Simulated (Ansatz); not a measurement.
A structure of HgS relaxed with PBEsol (plane waves to 420 eV, PAW, scalar-relativistic; Ansatz, a first-principles code); single points at other levels follow on the same geometry (Ansatz, PAW; PBEsol+SOC at 420 eV on a 9×9×5 k-mesh; spin-orbit coupling only where +SOC is written). Space group P6₃mc (No. 186).

```xyz
4
Lattice="4.1571 0.0000 0.0000 -2.0786 3.6002 0.0000 0.0000 0.0000 6.7795" Properties=species:S:1:pos:R:3 pbc="T T T"
Hg     0.0000     2.4001     6.7738
Hg     2.0786     1.2001     3.3841
S      0.0000     2.4001     2.5466
S      2.0786     1.2001     5.9364
```

| level | gap (eV) | kind | conduction minimum |
|---|---|---|---|
| PBEsol | 0.00 | – | – |
| PBEsol+SOC | ? | ? | ? |

Task: What belongs in the gaps?

Result: 
- PBEsol+SOC, gap (eV): 0.05
- PBEsol+SOC, kind: indirect
- PBEsol+SOC, conduction minimum: Γ

The shift from spin-orbit coupling is approximate. No spin polarisation in the result.

The run could not lose the symmetry of its start.

The first start was generated by placing the elements on the sites of a structure type. Materials Project lists a structure of HgS in the same space group, P6₃mc (No. 186); the sites were not compared with it, nor with measured phases. Known forms of HgS include space group No. 154, 216.
